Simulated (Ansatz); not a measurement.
# Field gradients of Cs₄MnSb₂Cl₁₂ from run to run

Cell of run 1: a Materials Project structure (computed, not necessarily an observed phase).

```xyz
19
Lattice="6.6550 -3.8387 0.0000 6.6550 3.8387 0.0000 -4.3897 0.0000 12.4370" Properties=species:S:1:pos:R:3 pbc="T T T"
Cs    4.4727    0.0000   10.8100
Cs    4.4476    0.0000    1.6270
Cs    8.9009    0.0000    7.7033
Cs    0.0194    0.0000    4.7337
Mn    4.4602    0.0000    6.2185
Sb    0.0295    0.0000    9.3625
Sb    8.8908    0.0000    3.0745
Cl    5.5089    1.7902    7.6810
Cl    3.4114    1.7902    4.7560
Cl    3.4114   -1.7902    4.7560
Cl    5.5089   -1.7902    7.6810
Cl    2.4056    0.0000    7.6977
Cl    6.5148    0.0000    4.7393
Cl    1.0597    1.7914   10.7903
Cl    7.8606    1.7914    1.6467
Cl    7.8606   -1.7914    1.6467
Cl    1.0597   -1.7914   10.7903
Cl   -2.0373    0.0000   10.7835
Cl   10.9576    0.0000    1.6535
```

Atoms are numbered from 1 in the order listed; like atoms form one site, named after its first atom.

All runs are DFT with Ansatz 0.2.0 (plane waves and PAW, scalar-relativistic unless spin–orbit coupling is named, Γ-centred meshes, Fermi–Dirac smearing where given) in this cell. Start moments of run 1 as typed (μB): 5 on each Mn, none on the rest.

Run 1: PBE, with a start moment, atoms as given; 420 eV, 4×4×3 k-points, smearing 0.02 eV.
Run 2: r2SCAN, with a start moment, atoms as given; 500 eV, 4×4×3 k-points, smearing 0.02 eV.
Run 3: PBE+U, with a start moment, atoms as given; 420 eV, 4×4×3 k-points, smearing 0.02 eV (U = 4.9 eV on Mn d).

```csv
run,Cs1 V_zz (η),Sb V_zz (η),Cl8 V_zz (η),Cl14 V_zz (η),Cl18 V_zz (η),absolute moment (μB)
1,-1.12 (0.04),-8.65 (0.01),11.09 (0.01),15.17 (0.02),15.24 (0.02),5.1
2,?,?,?,?,?,?
3,-1.14 (0.04),-8.86 (0.01),10.57 (0.01),15.21 (0.02),15.27 (0.02),5.1
```

V_zz in 10²¹ V/m²; 5 of the 7 sets of like atoms are followed.

(1) Estimate the row of run 2.

Answers

(1) Cs1: -1.15 (0.04); Sb: -9.76 (0.01); Cl8: 10.04 (0.00); Cl14: 15.04 (0.02); Cl18: 15.10 (0.02); absolute moment (μB): 5.1. It lies nearest to run 3, from whose tensors on these sites it differs by 0.90 at most (largest principal value of the difference, on Sb). Taken one at a time, the functional (r2SCAN with its higher cutoff) moves the tensors on these sites by up to 1.11 (largest principal value of the change, on Sb), the Hubbard term by 0.52 (Cl8).

Without spin–orbit coupling (the program notes it for Cs and Sb) the gradients are little affected as a rule: paired runs on crystals with a gap mostly move them by under 2 % at such atoms. With these PAW files V_zz is typically within 2 to 3 % of all-electron values, but misses above 10 % occur on Sb. The magnetic order is the one that the run reached from its start moments, not necessarily the measured one. For runs 1, 2, 3: All moments are parallel here, as the start or the cell imposes; many such compounds order antiparallel, where fields and spin densities carried over to other atoms largely cancel. In run 2 the program didn't check the stability of the electronic state in full, so a lower one may lie near. In run 2 the atoms aren't at the calculated equilibrium (largest force 0.26 eV/Å).
